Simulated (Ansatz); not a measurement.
BiAs, DFT, PBE, all-electron LAPW, scalar-relativistic (Ansatz 0.2.0), run on 1 thread of Intel(R) Xeon(R) Platinum 8488C (Sapphire Rapids) on a shared host.

The cell was built from the CsCl type and relaxed in the same program; it needn't be a known or the stable phase. The listed cell was then made from it by scaling, straining or moving an atom.

Command: `ansatz run input.yaml --threads 1 --pin off --max-ram 2048MiB --backend cpu --events-out ev --progress --plain --runs-dir out`

```yaml
crystal:
  lattice:
    - [3.7664996236, 0.0, 0.0]
    - [0.0, 3.7664996236, 0.0]
    - [0.0, 0.0, 3.7664996236]
  atoms:
    - { symbol: As, position: [0.0, 0.0, 0.0] }
    - { symbol: Bi, position: [0.5, 0.5, 0.5] }
kpoints:
  mp_grid: { grid: [13, 13, 13] }
scf:
  occupations: { method: fermi_dirac, width: 0.05 }
hamiltonian:
  xc: pbe
  pseudopotentials: { kind: all_electron, lapw: { basis_error: 0.0005 } }
output:
  forces: true
  stress: true
  eigenvalues: true
```

How large is the problem that the program sets up?

84 irreducible k-points, 257 plane waves at Γ, 36 bands.

Estimate the wall time and the peak memory.

19 s of wall time for 10 SCF iterations, with a peak of 0.49 GiB. Times on shared machines scatter by tens of per cent.

And the same cell and mesh by PAW (frozen-core files), asked for forces, stress, eigenvalues, efg, on the same hardware?

4.7 s, peak memory 0.5 GiB.

And the same cell and mesh by all-electron PAW (datasets made for this crystal), asked for forces, stress, eigenvalues, efg, on the same hardware?

8.9 s, peak memory 0.6 GiB.
